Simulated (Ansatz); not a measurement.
**Stress against strain in Y**

```
CELL_PARAMETERS angstrom
3.65150 0.00000 0.00000
-1.82575 3.16229 0.00000
0.00000 0.00000 5.74740
ATOMIC_POSITIONS crystal
Y 0.33333 0.66667 0.25000
Y 0.66667 0.33333 0.75000
```

Atom numbers follow the list: Y1, Y2.

The geometry is COD entry 1539818, unchecked; take it as a test cell.

These are results of DFT, LDA, all-electron LAPW, scalar-relativistic (Ansatz 0.2.0), not measurements.

Sampling and basis: a Γ-centred 12×12×7 k mesh, Fermi–Dirac smearing of 0.08 eV, basis error target 0.25 meV/atom, no spin polarisation.

The strain is applied along the Cartesian axes of the cell as listed (the other components stay zero). Fractional coordinates are held (clamped ions).

σ is the change of stress from the unstrained cell, which is at -3.91 GPa; tension is positive, so slopes are stress–strain coefficients at that pressure. In a metal the k mesh adds noise.

Only quantities that a quadratic follows smoothly over the whole series are listed; rougher ones are left out.

| εzz | σzz (GPa) | σxx (GPa) |
| --- | --- | --- |
| -0.0200 | -1.41 | -0.35 |
| -0.0100 | -0.69 | -0.17 |
| 0.0000 | 0.00 | 0.00 |
| 0.0200 | 1.26 | 0.32 |

(1) Fit the series and read off the stiffness at zero strain.

(2) One run, at εzz = 0.0100, is withheld. Predict its row.

Results:

(1) Least-squares fits y = p0 + p1 x + p2 x² to the rows give σzz (GPa): p1 = 66.8, p2 = -180; σxx (GPa): p1 = 16.7, p2 = -39. So C33 = 67 GPa and C13 = 17 GPa, for these axes.

(2) The fits give 0.65, 0.16; the run gave 0.65, 0.16.
